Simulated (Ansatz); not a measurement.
The calculation used DFT PBE, scalar-relativistic, plane waves, PAW (Ansatz). Settings: cutoff 420 eV, Γ-centred meshes spaced at most about 0.3 Å⁻¹, and about 0.25 Å⁻¹ or finer for metals (2π included), Gaussian smearing. No spin polarisation in the final relaxations.

Temperature and zero-point effects are left out.

Two forms of HfZr2Te6 were relaxed alike.

A.

```
Zr Hf Te
1.0
     3.44682    1.99002    7.10349
    -3.44682    1.99002    7.10349
     0.00000   -3.98004    7.10349
Zr Hf Te
2 1 6
Direct
  0.33331 0.33331 0.33331
  0.66669 0.66669 0.66669
  0.00000 0.00000 0.00000
  0.24739 0.91612 0.58494
  0.91612 0.58494 0.24739
  0.58494 0.24739 0.91612
  0.08389 0.41506 0.75261
  0.75261 0.08389 0.41506
  0.41506 0.75261 0.08389
```

B.

```
Zr Hf Te
1.0
     3.97148    0.00000    0.00000
    -1.98574    3.43940    0.00000
     0.00000    0.00000   21.36062
Zr Hf Te
2 1 6
Direct
  0.00000 0.00000 0.83460
  0.00000 0.00000 0.16540
  0.00000 0.00000 0.50000
  0.33333 0.66667 0.91892
  0.33333 0.66667 0.24981
  0.33333 0.66667 0.58311
  0.66667 0.33333 0.08108
  0.66667 0.33333 0.41689
  0.66667 0.33333 0.75019
```

Task: Which placement of the atoms is lower in energy, and by how much?

Result: They are level within the accuracy (under 1 meV/atom apart). The two share one framework of sites and differ in which element sits where. A has Zr and Hf ordered on cadmium iodide sites, space group R-3 (No. 148), 32.5 Å³/atom and no gap on its mesh; B has Zr and Hf ordered on cadmium iodide sites, space group P-3m1 (No. 164), 32.4 Å³/atom and no gap. Counting Te atoms around Hf and Zr (those within 1.25 times the shortest such distance or 1.15 times the sum of covalent radii, 1.27 where that leaves under three), A and B both have Hf 6, Zr 6. In A, around Zr lie 6 Te at 2.92 Å; Hf is surrounded by 6 Te at 2.90 Å; Te is surrounded by 1 Hf at 2.90 Å and 2 Zr at 2.92 Å. In B, Zr has 6 Te at 2.92 Å; Hf is surrounded by 6 Te at 2.90 Å; around Te on its first site lie 3 Zr at 2.92 Å; 2 more sites not described. Both come from invented guesses.

For metals, differences of a few meV/atom aren't resolved. No dispersion correction is applied, so the spacing and binding between layers, chains or molecules are poorly described (R-3, P-3m1), and this can change margins and order among such cells. Spin–orbit coupling, which can matter for Hf and Te, is left out. Cells relaxed within their symmetry can be saddle points.
